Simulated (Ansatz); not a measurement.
Cl:
```xyz
4
Lattice="3.2710 -2.0631 0.0000 3.2710 2.0631 0.0000 0.0000 0.0000 8.2823" Properties=species:S:1:pos:R:3 pbc="T T T"
Cl     3.2710    -1.5719     5.0185
Cl     3.2710     1.5719     3.2638
Cl     3.2710    -0.4912     0.8773
Cl     3.2710     0.4912     7.4050
```

Relaxed with r²SCAN. Special points in fractions of this cell's reciprocal vectors: Γ (0.000, 0.000, 0.000); Y (0.500, 0.500, 0.000); F0 (0.349, 0.651, 0.000); Δ0 (-0.349, 0.349, 0.000); Z (0.000, 0.000, 0.500); B0 (-0.349, 0.349, 0.500); G0 (0.349, 0.651, 0.500); T (0.500, 0.500, 0.500); S (0.000, 0.500, 0.000); R (0.000, 0.500, 0.500).

Problem. List the band energies nearest the valence-band maximum at these points for plane-wave PAW r²SCAN (Ansatz code).

Solution. In eV from the valence-band maximum; about four levels below and three above (degenerate sets whole), none deeper than 8.9 eV; points with the same levels are listed once.

| k | below | above |
|---|---|---|
| Γ | -0.86 -0.35 -0.14 0.00 | 2.63 3.57 7.39 |
| Y | -1.35 -1.05 -0.40 -0.20 | 2.73 3.37 8.79 |
| F0 | -1.09 -0.79 -0.39 -0.20 | 3.01 3.32 9.38 |
| Z | -0.72 -0.72 -0.07 -0.07 | 3.05 3.05 7.78 7.78 |
| B0 | -0.62 -0.62 -0.41 -0.41 | 3.08 3.08 10.09 10.09 |
| T | -0.83 -0.83 -0.75 -0.75 | 3.00 3.00 9.41 9.41 |
| S | -0.80 -0.80 -0.27 -0.27 | 3.30 3.30 8.53 8.53 |
| R | -0.60 -0.60 -0.09 -0.09 | 3.06 3.06 8.79 8.79 |

Space group Cmce (molecular I2 type). Symmetry was held in the r²SCAN relaxation. The substance is a gas or liquid at ambient conditions; this is its low-temperature solid. A crystal of weakly bound molecules computed without a dispersion correction: the cell and the soft elastic constants depend strongly on that.

Potentials: the later of the program's two PAW sets.
